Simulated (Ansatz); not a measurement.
Given:

WSe2:
```xyz
6
Lattice="3.3022 0.0000 0.0000 -1.6511 2.8598 0.0000 0.0000 0.0000 13.2246" Properties=species:S:1:pos:R:3 pbc="T T T"
W      1.6511     0.9533     9.9185
W      0.0000     1.9066     3.3062
Se     0.0000     1.9066    11.5819
Se     1.6511     0.9533     1.6427
Se     1.6511     0.9533     4.9696
Se     0.0000     1.9066     8.2550
```

This is the r²SCAN+D4-relaxed structure. Tensor components refer to the Cartesian frame of this cell.

### Question
All from plane-wave PAW r²SCAN+D4 (Ansatz code), unless another level is named. Give the bulk modulus (Birch–Murnaghan fit).

### Answer
34.6 GPa.

### Question
And the elastic constants (relaxed ions, GPa)?

### Answer
C11 = 200, C12 = 41.7, C13 = 9.3, C33 = 43.2, C44 = 14.3.

Space group P6_3/mmc. The r²SCAN+D4 relaxation kept the symmetry of its start. No spin polarisation was allowed. Spin–orbit coupling is left out wherever it is not named.

Potentials: the earlier of the program's two PAW sets. The files were generated under PBE; for other functionals the program regenerates the frozen cores, and for LDA and PBEsol the local potential too.
